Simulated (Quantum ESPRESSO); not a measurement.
Rh4OsPt2Ag, one run as intended and one with a planted mistake

Computed values, not a measurement. The program is pw.x of Quantum ESPRESSO 7.5 (plane-wave density functional theory). The cell is made up: eight metal atoms on a face-centred cubic lattice, with elements, volume, strain and displacements drawn at random and not relaxed, so it may be unstable or far from any real phase. PseudoDojo standard norm-conserving files set the functional (PBE unless stated); there is no spin polarisation or spin-orbit coupling, the Fermi-Dirac width of 0.25 eV means electrons at about 2900 K, and the masses in the input are unused placeholders. Heavy elements are run without spin-orbit coupling, which real alloys of them have. A spin test at this wide smearing found no moment, but such smearing suppresses magnetism that the real alloy may have.

Intended input:

```
&control calculation='scf', pseudo_dir='./dojo.nc.sr.pbe.v0_5.standard.upf', outdir='./o', disk_io='minimal', tprnfor=.true., tstress=.true. /
&system ibrav=0, nat=8, ntyp=4, nbnd=87, ecutwfc=87.97787729, nosym=.true., tot_charge=0,
 occupations='smearing', smearing='fd', degauss=0.0183746611
/
&electrons conv_thr=1.470e-08, electron_maxstep=70, mixing_beta=0.5 /
ATOMIC_SPECIES
Ag 1.0 Ag.upf
Os 1.0 Os.upf
Pt 1.0 Pt.upf
Rh 1.0 Rh.upf
CELL_PARAMETERS angstrom
0.0206 1.9671 1.9496
-0.0702 4.0072 -3.9722
-7.876 -1.9745 1.8748
ATOMIC_POSITIONS angstrom
Rh 0.0667 -0.0079 0.0791
Rh -3.9297 -0.0051 -0.0534
Os -0.0678 1.9144 -1.9982
Pt -4.0268 1.9631 -2.0601
Rh -5.8975 -0.1059 1.7864
Pt -1.9705 2.0567 -0.0393
Rh -5.8636 2.0357 -0.0976
Ag -2.0008 3.9833 -2.0862
K_POINTS automatic
8 5 3 1 1 1
```

The log is shortened where brackets say so; the opening notice, blank lines, dates and the lines on written files are dropped, and the path of the files is cut. It prints rydbergs, bohrs and kilobars, and counts compression as positive stress. Its total energy is the free energy E - TS of the whole cell.

Log of the intended run:

```
     Program PWSCF v.7.5
     Parallel version (MPI & OpenMP), running on       4 processor cores
     Number of MPI processes:                 4
     Threads/MPI process:                     1
     [start-up lines left out]
     bravais-lattice index     =            0
     lattice parameter (alat)  =       5.2338  a.u.
     unit-cell volume          =     834.0529 (a.u.)^3
     number of atoms/cell      =            8
     number of atomic types    =            4
     number of electrons       =       139.00
     number of Kohn-Sham states=           87
     kinetic-energy cutoff     =      87.9779  Ry
     charge density cutoff     =     351.9115  Ry
     scf convergence threshold =      1.5E-08
     mixing beta               =       0.5000
     number of iterations used =            8  plain     mixing
     Exchange-correlation= PBE
                           (   1   4   3   4   0   0   0)
     [axes and pseudopotential details left out]
   Cartesian axes
     site n.     atom                  positions (alat units)
         1        Rh     tau(   1) = (   0.0240826  -0.0028524   0.0285598  )
         2        Rh     tau(   2) = (  -1.4188541  -0.0018414  -0.0192806  )
         3        Os     tau(   3) = (  -0.0244798   0.6912116  -0.7214684  )
         4        Pt     tau(   4) = (  -1.4539129   0.7087952  -0.7438179  )
         5        Rh     tau(   5) = (  -2.1293463  -0.0382362   0.6449960  )
         6        Pt     tau(   6) = (  -0.7114670   0.7425903  -0.0141896  )
         7        Rh     tau(   7) = (  -2.1171064   0.7350081  -0.0352394  )
         8        Ag     tau(   8) = (  -0.7224071   1.4382069  -0.7532416  )
     number of k points=    60  Fermi-Dirac smearing, width (Ry)=  0.0184
                       cart. coord. in units 2pi/alat
        k(    1) = (  -0.0757148   0.0782915   0.0105941), wk =   0.0333333
        k(    2) = (   0.1577307   0.0791137   0.0072979), wk =   0.0333333
     [further k points left out]
     Dense  grid:    93003 G-vectors     FFT dimensions: (  32,  64,  96)
     Estimated max dynamical RAM per process >     418.35 MB
     Estimated total dynamical RAM >       1.57 GB
     Initial potential from superposition of free atoms
     starting charge     138.9965, renormalised to     139.0000
     Starting wfcs are   80 randomized atomic wfcs +    7 random wfcs
     total cpu time spent up to now is        5.9 secs
     per-process dynamical memory:   336.0 Mb
     Self-consistent Calculation
     iteration #  1     ecut=    87.98 Ry     beta= 0.50
     Davidson diagonalization with overlap
     ethr =  1.00E-02,  avg # of iterations =  3.0
     total cpu time spent up to now is       21.3 secs
     total energy              =   -1971.55890250 Ry
     estimated scf accuracy    <       2.68574514 Ry
     iteration #  2     ecut=    87.98 Ry     beta= 0.50
     Davidson diagonalization with overlap
     ethr =  1.93E-03,  avg # of iterations =  4.2
     total cpu time spent up to now is       38.4 secs
     total energy              =   -1970.15550373 Ry
     estimated scf accuracy    <      46.87276361 Ry
     [iterations 3 to 20 left out]
     iteration # 21     ecut=    87.98 Ry     beta= 0.50
     Davidson diagonalization with overlap
     ethr =  2.16E-11,  avg # of iterations =  1.0
     total cpu time spent up to now is      280.3 secs
     total energy              =   -1973.06951318 Ry
     estimated scf accuracy    <       0.00000002 Ry
     iteration # 22     ecut=    87.98 Ry     beta= 0.50
     Davidson diagonalization with overlap
     ethr =  1.24E-11,  avg # of iterations =  1.0
     total cpu time spent up to now is      292.0 secs
     End of self-consistent calculation
     [lines on levels left out]
!    total energy              =   -1973.06951318 Ry
     estimated scf accuracy    <          1.1E-09 Ry
     smearing contrib. (-TS)   =      -0.16000786 Ry
     internal energy E=F+TS    =   -1972.90950532 Ry
     The total energy is F=E-TS. E is the sum of the following terms:
     one-electron contribution =    -497.07631472 Ry
     hartree contribution      =     338.98144817 Ry
     xc contribution           =    -333.66914614 Ry
     ewald contribution        =   -1481.14549263 Ry
     convergence has been achieved in  22 iterations
     Forces acting on atoms (cartesian axes, Ry/au):
     atom    1 type  4   force =     0.02589995   -0.00134854   -0.02167905
     atom    2 type  4   force =    -0.03512844    0.00680823   -0.01029222
     atom    3 type  2   force =     0.08063777   -0.00095668    0.01333402
     atom    4 type  3   force =    -0.00256676    0.01147606   -0.00534822
     atom    5 type  4   force =    -0.02747128    0.03359025   -0.00117556
     atom    6 type  3   force =     0.01726227   -0.02045974   -0.00130133
     atom    7 type  4   force =    -0.05332420   -0.03116883    0.02172661
     atom    8 type  1   force =    -0.00530931    0.00205924    0.00473577
     Total force =     0.127755     Total SCF correction =     0.000204
     Computing stress (Cartesian axis) and pressure
          total   stress  (Ry/bohr**3)                   (kbar)     P=      -60.00
  -0.00031825   0.00009891  -0.00020063          -46.82       14.55      -29.51
   0.00009891  -0.00047736   0.00009029           14.55      -70.22       13.28
  -0.00020063   0.00009029  -0.00042800          -29.51       13.28      -62.96
     init_run     :      5.63s CPU      5.80s WALL (       1 calls)
     electrons    :    281.18s CPU    286.18s WALL (       1 calls)
     forces       :      1.90s CPU      1.90s WALL (       1 calls)
     stress       :      6.62s CPU      6.62s WALL (       1 calls)
     [timing details left out]
     PWSCF        :   4m55.40s CPU   5m 0.62s WALL
     JOB DONE.
```

A second run has one planted mistake: two atoms have their elements exchanged. The input lines that differ:

```
- Rh 0.0667 -0.0079 0.0791
+ Pt 0.0667 -0.0079 0.0791
- Pt -4.0268 1.9631 -2.0601
+ Rh -4.0268 1.9631 -2.0601
```

Its log:

```
     Program PWSCF v.7.5
     Parallel version (MPI & OpenMP), running on       4 processor cores
     Number of MPI processes:                 4
     Threads/MPI process:                     1
     [start-up lines left out]
     bravais-lattice index     =            0
     lattice parameter (alat)  =       5.2338  a.u.
     unit-cell volume          =     834.0529 (a.u.)^3
     number of atoms/cell      =            8
     number of atomic types    =            4
     number of electrons       =       139.00
     number of Kohn-Sham states=           87
     kinetic-energy cutoff     =      87.9779  Ry
     charge density cutoff     =     351.9115  Ry
     scf convergence threshold =      1.5E-08
     mixing beta               =       0.5000
     number of iterations used =            8  plain     mixing
     Exchange-correlation= PBE
                           (   1   4   3   4   0   0   0)
     [axes and pseudopotential details left out]
   Cartesian axes
     site n.     atom                  positions (alat units)
         1        Pt     tau(   1) = (   0.0240826  -0.0028524   0.0285598  )
         2        Rh     tau(   2) = (  -1.4188541  -0.0018414  -0.0192806  )
         3        Os     tau(   3) = (  -0.0244798   0.6912116  -0.7214684  )
         4        Rh     tau(   4) = (  -1.4539129   0.7087952  -0.7438179  )
         5        Rh     tau(   5) = (  -2.1293463  -0.0382362   0.6449960  )
         6        Pt     tau(   6) = (  -0.7114670   0.7425903  -0.0141896  )
         7        Rh     tau(   7) = (  -2.1171064   0.7350081  -0.0352394  )
         8        Ag     tau(   8) = (  -0.7224071   1.4382069  -0.7532416  )
     number of k points=    60  Fermi-Dirac smearing, width (Ry)=  0.0184
                       cart. coord. in units 2pi/alat
        k(    1) = (  -0.0757148   0.0782915   0.0105941), wk =   0.0333333
        k(    2) = (   0.1577307   0.0791137   0.0072979), wk =   0.0333333
     [further k points left out]
     Dense  grid:    93003 G-vectors     FFT dimensions: (  32,  64,  96)
     Estimated max dynamical RAM per process >     418.35 MB
     Estimated total dynamical RAM >       1.57 GB
     Initial potential from superposition of free atoms
     starting charge     138.9965, renormalised to     139.0000
     Starting wfcs are   80 randomized atomic wfcs +    7 random wfcs
     total cpu time spent up to now is        5.7 secs
     per-process dynamical memory:   335.9 Mb
     Self-consistent Calculation
     iteration #  1     ecut=    87.98 Ry     beta= 0.50
     Davidson diagonalization with overlap
     ethr =  1.00E-02,  avg # of iterations =  3.0
     total cpu time spent up to now is       20.6 secs
     total energy              =   -1971.94560816 Ry
     estimated scf accuracy    <       2.15382878 Ry
     iteration #  2     ecut=    87.98 Ry     beta= 0.50
     Davidson diagonalization with overlap
     ethr =  1.55E-03,  avg # of iterations =  3.1
     total cpu time spent up to now is       36.2 secs
     total energy              =   -1971.26977262 Ry
     estimated scf accuracy    <      20.07202302 Ry
     [iterations 3 to 23 left out]
     iteration # 24     ecut=    87.98 Ry     beta= 0.50
     Davidson diagonalization with overlap
     ethr =  1.39E-11,  avg # of iterations =  1.0
     total cpu time spent up to now is      308.5 secs
     total energy              =   -1973.06579352 Ry
     estimated scf accuracy    <       0.00000003 Ry
     iteration # 25     ecut=    87.98 Ry     beta= 0.50
     Davidson diagonalization with overlap
     ethr =  1.39E-11,  avg # of iterations =  1.0
     total cpu time spent up to now is      320.2 secs
     End of self-consistent calculation
     [lines on levels left out]
!    total energy              =   -1973.06579352 Ry
     estimated scf accuracy    <          5.4E-09 Ry
     smearing contrib. (-TS)   =      -0.16184979 Ry
     internal energy E=F+TS    =   -1972.90394373 Ry
     The total energy is F=E-TS. E is the sum of the following terms:
     one-electron contribution =    -495.65667482 Ry
     hartree contribution      =     338.26951839 Ry
     xc contribution           =    -333.66698207 Ry
     ewald contribution        =   -1481.84980523 Ry
     convergence has been achieved in  25 iterations
     Forces acting on atoms (cartesian axes, Ry/au):
     atom    1 type  3   force =     0.02395830   -0.00545121   -0.02054394
     atom    2 type  4   force =    -0.04043264    0.00756666   -0.01128568
     atom    3 type  2   force =     0.07361371   -0.00144280    0.01475907
     atom    4 type  4   force =    -0.00831658    0.00445323    0.00108924
     atom    5 type  4   force =    -0.00350456    0.03594361   -0.00270468
     atom    6 type  3   force =    -0.00305255   -0.01061485   -0.01167485
     atom    7 type  4   force =    -0.02372450   -0.02740640    0.01913296
     atom    8 type  1   force =    -0.01854119   -0.00304823    0.01122789
     Total force =     0.110920     Total SCF correction =     0.000587
     Computing stress (Cartesian axis) and pressure
          total   stress  (Ry/bohr**3)                   (kbar)     P=      -59.43
  -0.00032296   0.00009222  -0.00020139          -47.51       13.57      -29.63
   0.00009222  -0.00047108   0.00007461           13.57      -69.30       10.98
  -0.00020139   0.00007461  -0.00041801          -29.63       10.98      -61.49
     init_run     :      5.45s CPU      5.59s WALL (       1 calls)
     electrons    :    308.73s CPU    314.47s WALL (       1 calls)
     forces       :      1.94s CPU      1.94s WALL (       1 calls)
     stress       :      6.69s CPU      6.70s WALL (       1 calls)
     [timing details left out]
     PWSCF        :   5m22.92s CPU   5m28.86s WALL
     JOB DONE.
```

```
                                            intended run  run with the mistake
                          free energy (eV)    -26844.978            -26844.928
         entropy term -TS, part of it (eV)        -2.177                -2.202
                            pressure (GPa)         -6.00                 -5.94
size of the largest force component (eV/Å)         2.073                 1.893
largest change of a force component (eV/Å)                               0.761
                                iterations            22                    25
```

For scale, a rerun of the intended cell at a higher cutoff and on a denser mesh moved values by no more than 0.004 eV in energy, 0.12 GPa in stress and 0.016 eV/Å in force, and a second program with other atomic files agreed on that cell to 2 % rms in force and 0.5 GPa in pressure.